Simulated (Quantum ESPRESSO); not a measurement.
# InGa2AlP4: input and log of a self-consistent run

A calculation, not a measurement. The program is pw.x of Quantum ESPRESSO 7.5 (plane-wave density functional theory). The cell is made up: 8 atoms on a zincblende/diamond lattice, with randomly drawn elements, strain and displacements, not relaxed. PseudoDojo standard norm-conserving files (v0.5 for PBE, v0.4.1 for LDA and PBEsol) set the functional; there is no spin polarisation, spin-orbit coupling or dispersion term, and the masses in the input are unused placeholders.

Input:

```
&control calculation='scf', pseudo_dir='./dojo.nc.sr.pbe.v0_5.standard.upf', outdir='./o', disk_io='low', tprnfor=.true., tstress=.true. /
&system ibrav=0, nat=8, ntyp=4, nbnd=37, ecutwfc=79.96652505, nosym=.true., tot_charge=0,
 occupations='smearing', smearing='fd', degauss=0.0018374661
/
&electrons conv_thr=7.350e-09, electron_maxstep=60, /
ATOMIC_SPECIES
Al 1.0 Al.upf
Ga 1.0 Ga.upf
In 1.0 In.upf
P 1.0 P.upf
CELL_PARAMETERS angstrom
5.5419 0.0 0.0
0.0 5.5419 0.0
0.0 0.0 5.5419
ATOMIC_POSITIONS angstrom
In -0.0212 -0.0385 -0.0476
Ga -0.005 2.8479 2.6922
Al 2.7454 -0.0286 2.7352
Ga 2.7043 2.7595 -0.0705
P 1.4227 1.3337 1.4182
P 1.368 4.23 4.1014
P 4.2189 1.3632 4.1491
P 4.2106 4.0845 1.3129
K_POINTS automatic
4 4 4 1 1 1
```

The log is shortened where brackets say so; the opening notice, blank lines, dates and the lines on written files are dropped, and the path of the files is cut. It prints rydbergs, bohrs and kilobars, and counts compression as positive stress.

```
     Program PWSCF v.7.5
     Parallel version (MPI & OpenMP), running on       4 processor cores
     Number of MPI processes:                 4
     Threads/MPI process:                     1
     [start-up lines left out]
     bravais-lattice index     =            0
     lattice parameter (alat)  =      10.4727  a.u.
     unit-cell volume          =    1148.6102 (a.u.)^3
     number of atoms/cell      =            8
     number of atomic types    =            4
     number of electrons       =        62.00
     number of Kohn-Sham states=           37
     kinetic-energy cutoff     =      79.9665  Ry
     charge density cutoff     =     319.8661  Ry
     scf convergence threshold =      7.3E-09
     mixing beta               =       0.7000
     number of iterations used =            8  plain     mixing
     Exchange-correlation= PBE
                           (   1   4   3   4   0   0   0)
     [axes and pseudopotential details left out]
   Cartesian axes
     site n.     atom                  positions (alat units)
         1        In     tau(   1) = (  -0.0038254  -0.0069471  -0.0085891  )
         2        Ga     tau(   2) = (  -0.0009022   0.5138851   0.4857901  )
         3        Al     tau(   3) = (   0.4953897  -0.0051607   0.4935491  )
         4        Ga     tau(   4) = (   0.4879734   0.4979339  -0.0127213  )
         5        P      tau(   5) = (   0.2567170   0.2406575   0.2559050  )
         6        P      tau(   6) = (   0.2468467   0.7632761   0.7400711  )
         7        P      tau(   7) = (   0.7612732   0.2459806   0.7486783  )
         8        P      tau(   8) = (   0.7597755   0.7370216   0.2369043  )
     number of k points=    32  Fermi-Dirac smearing, width (Ry)=  0.0018
                       cart. coord. in units 2pi/alat
        k(    1) = (   0.1250000   0.1250000   0.1250000), wk =   0.0625000
        k(    2) = (   0.1250000   0.1250000   0.3750000), wk =   0.0625000
     [further k points left out]
     Dense  grid:   110843 G-vectors     FFT dimensions: (  60,  60,  60)
     Estimated max dynamical RAM per process >     209.42 MB
     Estimated total dynamical RAM >     756.48 MB
     Initial potential from superposition of free atoms
     starting charge      61.9877, renormalised to      62.0000
     Starting wfcs are   47 randomized atomic wfcs
     total cpu time spent up to now is        2.1 secs
     per-process dynamical memory:   147.2 Mb
     Self-consistent Calculation
     iteration #  1     ecut=    79.97 Ry     beta= 0.70
     Davidson diagonalization with overlap
     ethr =  1.00E-02,  avg # of iterations =  4.1
     Threshold (ethr) on eigenvalues was too large:
     Diagonalizing with lowered threshold
     Davidson diagonalization with overlap
     ethr =  5.65E-04,  avg # of iterations =  2.0
     total cpu time spent up to now is        7.1 secs
     total energy              =    -498.90660161 Ry
     estimated scf accuracy    <       0.35849421 Ry
     iteration #  2     ecut=    79.97 Ry     beta= 0.70
     Davidson diagonalization with overlap
     ethr =  5.78E-04,  avg # of iterations =  2.1
     total cpu time spent up to now is        9.5 secs
     total energy              =    -498.99281223 Ry
     estimated scf accuracy    <       0.07889329 Ry
     iteration #  3     ecut=    79.97 Ry     beta= 0.70
     Davidson diagonalization with overlap
     ethr =  1.27E-04,  avg # of iterations =  4.0
     total cpu time spent up to now is       12.2 secs
     total energy              =    -499.00727948 Ry
     estimated scf accuracy    <       0.00468996 Ry
     iteration #  4     ecut=    79.97 Ry     beta= 0.70
     Davidson diagonalization with overlap
     ethr =  7.56E-06,  avg # of iterations = 11.2
     total cpu time spent up to now is       15.9 secs
     total energy              =    -499.00840162 Ry
     estimated scf accuracy    <       0.00220966 Ry
     iteration #  5     ecut=    79.97 Ry     beta= 0.70
     Davidson diagonalization with overlap
     ethr =  3.56E-06,  avg # of iterations =  3.3
     total cpu time spent up to now is       18.6 secs
     total energy              =    -499.00879582 Ry
     estimated scf accuracy    <       0.00008046 Ry
     iteration #  6     ecut=    79.97 Ry     beta= 0.70
     Davidson diagonalization with overlap
     ethr =  1.30E-07,  avg # of iterations =  3.9
     total cpu time spent up to now is       21.4 secs
     total energy              =    -499.00882020 Ry
     estimated scf accuracy    <       0.00001307 Ry
     iteration #  7     ecut=    79.97 Ry     beta= 0.70
     Davidson diagonalization with overlap
     ethr =  2.11E-08,  avg # of iterations =  2.0
     total cpu time spent up to now is       23.7 secs
     total energy              =    -499.00882238 Ry
     estimated scf accuracy    <       0.00000137 Ry
     iteration #  8     ecut=    79.97 Ry     beta= 0.70
     Davidson diagonalization with overlap
     ethr =  2.21E-09,  avg # of iterations =  3.7
     total cpu time spent up to now is       26.3 secs
     total energy              =    -499.00882290 Ry
     estimated scf accuracy    <       0.00000009 Ry
     iteration #  9     ecut=    79.97 Ry     beta= 0.70
     Davidson diagonalization with overlap
     ethr =  1.49E-10,  avg # of iterations =  3.5
     total cpu time spent up to now is       29.2 secs
     total energy              =    -499.00882292 Ry
     estimated scf accuracy    <       0.00000003 Ry
     iteration # 10     ecut=    79.97 Ry     beta= 0.70
     Davidson diagonalization with overlap
     ethr =  4.99E-11,  avg # of iterations =  2.0
     total cpu time spent up to now is       31.5 secs
     End of self-consistent calculation
     [lines on levels left out]
!    total energy              =    -499.00882292 Ry
     estimated scf accuracy    <          1.1E-09 Ry
     smearing contrib. (-TS)   =      -0.00000000 Ry
     internal energy E=F+TS    =    -499.00882292 Ry
     The total energy is F=E-TS. E is the sum of the following terms:
     one-electron contribution =    -228.85748782 Ry
     hartree contribution      =     157.48927062 Ry
     xc contribution           =    -142.62564285 Ry
     ewald contribution        =    -285.01496287 Ry
     convergence has been achieved in  10 iterations
     Forces acting on atoms (cartesian axes, Ry/au):
     atom    1 type  3   force =     0.01848484    0.02799834    0.03846963
     atom    2 type  2   force =     0.01656745   -0.04050852    0.02526126
     atom    3 type  1   force =     0.05032456    0.00333074    0.00271227
     atom    4 type  2   force =     0.01696340   -0.01325520    0.00355654
     atom    5 type  4   force =     0.00742957    0.04917433    0.00260787
     atom    6 type  4   force =     0.05064446   -0.07192938   -0.04220987
     atom    7 type  4   force =    -0.07273485    0.06158772   -0.06896746
     atom    8 type  4   force =    -0.08767944   -0.01639804    0.03856977
     Total force =     0.208496     Total SCF correction =     0.000088
     Computing stress (Cartesian axis) and pressure
          total   stress  (Ry/bohr**3)                   (kbar)     P=       49.85
   0.00033431  -0.00009471   0.00000563           49.18      -13.93        0.83
  -0.00009471   0.00032666  -0.00014860          -13.93       48.05      -21.86
   0.00000563  -0.00014860   0.00035559            0.83      -21.86       52.31
     init_run     :      1.95s CPU      2.01s WALL (       1 calls)
     electrons    :     29.27s CPU     29.42s WALL (       1 calls)
     forces       :      0.59s CPU      0.60s WALL (       1 calls)
     stress       :      1.86s CPU      1.86s WALL (       1 calls)
     [timing details left out]
     PWSCF        :     33.75s CPU     34.01s WALL
     JOB DONE.
```

In other units: free energy -6789.361 eV for the cell, pressure 4.98 GPa, largest force component 2.254 eV/Å. A rerun of a related cell, with the same atoms placed differently, at 1377 eV and a 6 x 6 x 6 mesh moved values by no more than 0.008 eV in energy, 0.02 GPa in stress and 0.002 eV/Å in force.